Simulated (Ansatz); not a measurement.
The calculation used Ansatz 0.2.0, DFT PBE, scalar-relativistic, plane waves, PAW. Settings: cutoff 420 eV, Γ-centred meshes spaced at most about 0.3 Å⁻¹, and about 0.25 Å⁻¹ or finer for metals (2π included), Gaussian smearing. Collinear spin in cells that started with moments and kept them past the coarse steps, no spin elsewhere.

Temperature and zero-point effects are left out. All come from trial cells, and lower structures may exist.

Problem. Order these relaxed structures of TiSiTe₄ by energy, lowest first, with the energy over the lowest of them.
A.

```cif
data_structure
_symmetry_space_group_name_H-M 'Cmmm'
_symmetry_Int_Tables_number 65
_cell_length_a 9.0933
_cell_length_b 9.2971
_cell_length_c 4.0851
_cell_angle_alpha 90.000
_cell_angle_beta 90.000
_cell_angle_gamma 90.000
_cell_volume 345.36
loop_
_atom_site_label
_atom_site_type_symbol
_atom_site_symmetry_multiplicity
_atom_site_Wyckoff_symbol
_atom_site_fract_x
_atom_site_fract_y
_atom_site_fract_z
_atom_site_occupancy
Ti1 Ti 2 a 0.00000 0.00000 0.00000 1
Si1 Si 2 c 0.50000 0.00000 0.50000 1
Te1 Te 4 j 0.50000 0.69806 0.50000 1
Te2 Te 4 g 0.30401 0.00000 0.00000 1
```

B.

```cif
data_structure
_symmetry_space_group_name_H-M 'Cmmm'
_symmetry_Int_Tables_number 65
_cell_length_a 5.0976
_cell_length_b 11.5215
_cell_length_c 5.1763
_cell_angle_alpha 90.000
_cell_angle_beta 90.000
_cell_angle_gamma 90.000
_cell_volume 304.02
loop_
_atom_site_label
_atom_site_type_symbol
_atom_site_symmetry_multiplicity
_atom_site_Wyckoff_symbol
_atom_site_fract_x
_atom_site_fract_y
_atom_site_fract_z
_atom_site_occupancy
Ti1 Ti 2 a 0.00000 0.00000 0.00000 1
Si1 Si 2 c 0.50000 0.00000 0.50000 1
Te1 Te 4 i 0.50000 0.86482 0.00000 1
Te2 Te 4 j 0.00000 0.86366 0.50000 1
```

C.

```cif
data_structure
_symmetry_space_group_name_H-M 'P6mm'
_symmetry_Int_Tables_number 183
_cell_length_a 6.1193
_cell_length_b 6.1193
_cell_length_c 7.4830
_cell_angle_alpha 90.000
_cell_angle_beta 90.000
_cell_angle_gamma 120.000
_cell_volume 242.67
loop_
_atom_site_label
_atom_site_type_symbol
_atom_site_symmetry_multiplicity
_atom_site_Wyckoff_symbol
_atom_site_fract_x
_atom_site_fract_y
_atom_site_fract_z
_atom_site_occupancy
Ti1 Ti 1 a 0.00000 0.00000 0.16234 1
Si1 Si 1 a 0.00000 0.00000 0.48518 1
Te1 Te 3 c 0.50000 0.00000 0.26413 1
Te2 Te 1 a 0.00000 0.00000 0.79909 1
```

D.

```cif
data_structure
_symmetry_space_group_name_H-M 'P6mm'
_symmetry_Int_Tables_number 183
_cell_length_a 5.2016
_cell_length_b 5.2016
_cell_length_c 7.3953
_cell_angle_alpha 90.000
_cell_angle_beta 90.000
_cell_angle_gamma 120.000
_cell_volume 173.28
loop_
_atom_site_label
_atom_site_type_symbol
_atom_site_symmetry_multiplicity
_atom_site_Wyckoff_symbol
_atom_site_fract_x
_atom_site_fract_y
_atom_site_fract_z
_atom_site_occupancy
Ti1 Ti 1 a 0.00000 0.00000 0.87753 1
Si1 Si 1 a 0.00000 0.00000 0.52887 1
Te1 Te 2 b 0.33333 0.66667 0.40700 1
Te2 Te 2 b 0.33333 0.66667 0.90310 1
```

Solution. A (0 meV/atom), B (238 meV/atom), C (441 meV/atom), D (452 meV/atom). Forms: A Ti and Si ordered on rutile sites, Cmmm, no spin; B Cmmm, no spin; C P6mm, moments up to 0.6 μB; D P6mm, no spin. Counting Si or Te atoms around Ti (for each partner element, those within 1.25 times its shortest distance or 1.15 times the sum of covalent radii, where it is the nearest in units of that sum or under 1.3; a plus sign parts groups by distance over the sum of covalent radii): A has Ti 6; B has Ti 8; C has Ti 2+6; D has Ti 7. D holds Te–Te nets (shortest 3.00 Å) (bonds between like non-metal atoms; other contacts aren't counted).

The k mesh leaves some 4 meV/atom of noise in the energy of each metallic cell. No dispersion correction is applied, so the spacing and binding between layers, chains or molecules are poorly described (Cmmm at 25.3 Å³/atom, P6mm at 28.9 Å³/atom), and this can change margins and order among such cells. These runs have no spin–orbit coupling, which can matter for Te. The magnetic state reached may not be the lowest. Cells relaxed within their symmetry can be saddle points. Some types were kept out of the candidates beforehand, so the set may lack a known form.
